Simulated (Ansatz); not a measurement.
Space group Pm-3m (No. 221). a = 3.864 Å, b = 3.864 Å, c = 3.864 Å, α = 90.00°, β = 90.00°, γ = 90.00°
| atom | site | symmetry | x | y | z |
| --- | --- | --- | --- | --- | --- |
| Cu | 3c | 4/mm.m | 0.5000 | 0.5000 | 0.0000 |
| Sb | 1a | m-3m | 0.0000 | 0.0000 | 0.0000 |

Equation of state of this Cu$_{3}$Sb structure (not necessarily the ground state), with shape and atoms relaxed at each volume where symmetry leaves them free. It has no gap at any of these volumes. All numbers below come from Ansatz 0.2.0, DFT r2SCAN, scalar-relativistic, plane waves, PAW.

Plane waves to 500 eV, a k mesh through Γ of 12×12×12 on the computed 4-atom cell and Gaussian smearing (0.10 eV); no spin polarisation.

```json
{"V (Å³/atom)": "13.561", "E − E(largest V) (meV/atom)": "4.46", "P (GPa)": "8.64"}
{"V (Å³/atom)": "13.994", "E − E(largest V) (meV/atom)": "-12.32", "P (GPa)": "3.91"}
{"V (Å³/atom)": "14.426", "E − E(largest V) (meV/atom)": "-17.46", "P (GPa)": "-0.04"}
{"V (Å³/atom)": "14.859", "E − E(largest V) (meV/atom)": "-12.83", "P (GPa)": "-3.35"}
{"V (Å³/atom)": "15.292", "E − E(largest V) (meV/atom)": "0.00", "P (GPa)": "-6.10"}
```

**Question.** Fit a third-order Birch–Murnaghan equation to E(V).

**Answer.** V0 = 14.43 Å³/atom, B0 = 120 GPa, B0' = 4.8.

Spin-orbit coupling is left out, which matters for the bands of heavy elements.

Cost: 5 runs of about 2.1 core-minutes in all, on Intel Xeon 6975P-C (Granite Rapids) (shared hosts).